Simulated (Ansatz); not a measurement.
The start is a generated cell, NbP built in the FeB structure type. Cell shape, volume and atoms are optimised at zero target pressure with r2SCAN (plane waves to 500 eV, PAW, scalar-relativistic; Ansatz, a program for electronic structure). First-step values are on the input's coarse k-mesh.

Ansatz input (later rounds restart from its end on a renewed k-mesh):
Ansatz 0.2 input:
```yaml
crystal:
  lattice:
    - [6.911333, 0, 0]
    - [0, 3.705458, 0]
    - [0, 0, 5.097516]
  atoms:
    - { symbol: Nb, position: [0.18, 0.25, 0.125] }
    - { symbol: Nb, position: [0.32, 0.75, 0.625] }
    - { symbol: Nb, position: [0.82, 0.75, 0.875] }
    - { symbol: Nb, position: [0.68, 0.25, 0.375] }
    - { symbol: P, position: [0.036, 0.25, 0.61] }
    - { symbol: P, position: [0.464, 0.75, 0.11] }
    - { symbol: P, position: [0.964, 0.75, 0.39] }
    - { symbol: P, position: [0.536, 0.25, 0.89] }
basis: { ecutwfc: 500, ecutrho_ratio: 4, xc_grid: 4, fft_grid_basis: typed }
kpoints: { mp_grid: { grid: [4, 6, 5] } }
hamiltonian:
  xc: r2scan
  dispersion: none
  pseudopotentials: { kind: paw }
scf: { occupations: { method: fermi_dirac, width: 0.05 } }
relax: { f_tol: 0.01, max_steps: 100, cell: { stress_tol: 0.02 } }
output: { forces: true, stress: true }
```

Q: What pressure does the first self-consistent step give?

A: -14 GPa (negative: the cell is under tension).

Q: Which atoms feel the largest initial force, and how large is it?

A: About 2.4 eV/Å, on P5, P6, P7, P8 (atoms numbered as listed).

Q: By how much does the energy per atom fall from start to end?

A: 0.51 eV/atom.

Q: How do the shortest distances between atoms change?

A: The closest pairs of elements (up to four, under 3.6 Å), start → end: P–P 2.22 → 2.68 Å; Nb–P 2.67 → 2.46 Å; Nb–Nb 3.30 → 3.13 Å.

Q: What does it relax into? Give the structure.

A: 
Space group Pnma (No. 62); a = 5.9699 Å, b = 4.3345 Å, c = 4.6887 Å, α = 90.00°, β = 90.00°, γ = 90.00°

| atom | site | symmetry | x | y | z |
|---|---|---|---|---|---|
| Nb | 4c | .m. | 0.1839 | 0.2500 | 0.1508 |
| P | 4c | .m. | 0.0399 | 0.2500 | 0.6600 |

The space group stays Pnma (No. 62) (the run could not lower it), with 8 atoms in the primitive cell. Final values are on a 8×11×10 k-mesh of the relaxed cell. No spin polarisation in the result.

The run could not lose the symmetry of its start, so the end can be a saddle point.

The relaxed structure here is a generated cell of NbP: the first start was made by placing the elements on the sites of a structure type, and the end was not matched to a known phase here, so it may be hypothetical.
